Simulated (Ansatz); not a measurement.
Relaxed GaN (zinc blende):

```
GaN
1.0
    0.00000     4.49791     4.49791
    2.24896     0.00000     2.24896
    2.24896     2.24896     0.00000
N Ga
2 2
Direct
  0.37500   0.75000   0.75000
  0.87500   0.75000   0.75000
  0.00000   0.00000   0.00000
  0.50000   0.00000   0.00000
```

The atoms are displaced by Q × the pattern below (from a DFPT mode at L = (0.5, 0.0, 0.0), largest move 1; Q in Å), at fixed cell. It is one choice among 2 degenerate patterns. (q is in reciprocal vectors of the primitive cell; the cell shown is doubled to hold the pattern.)

```tsv
atom	x	y	z
N1	0.285	-0.520	0.805
N2	-0.285	0.520	-0.805
Ga3	0.046	-0.084	0.130
Ga4	-0.046	0.084	-0.130
```

Computed with r2SCAN (plane waves to 500 eV, PAW, scalar-relativistic; Ansatz, a first-principles code). k mesh 13×13×13 (Γ-centred), Fermi-Dirac smearing 0.05 eV. GaN was relaxed with its symmetry unable to fall. 

```
Q (Å)   −dE/dQ from forces (eV/Å)
------  -------------------------
-0.280                          …
-0.233                      9.844
-0.187                      7.568
-0.140                      5.503
-0.093                      3.588
-0.047                      1.771
0.000                       0.000
0.047                      -1.771
0.093                      -3.588
0.140                      -5.503
0.187                      -7.568
0.233                      -9.844
0.280                           …
```

### Question
Fill in the missing entries.

### Answer

- -0.280, −dE/dQ from forces (eV/Å): 12.404
- 0.280, −dE/dQ from forces (eV/Å): -12.404

(For displaced atoms, the force is minus the slope of the energy, and its curvature is a force constant, which sets phonon frequencies.)
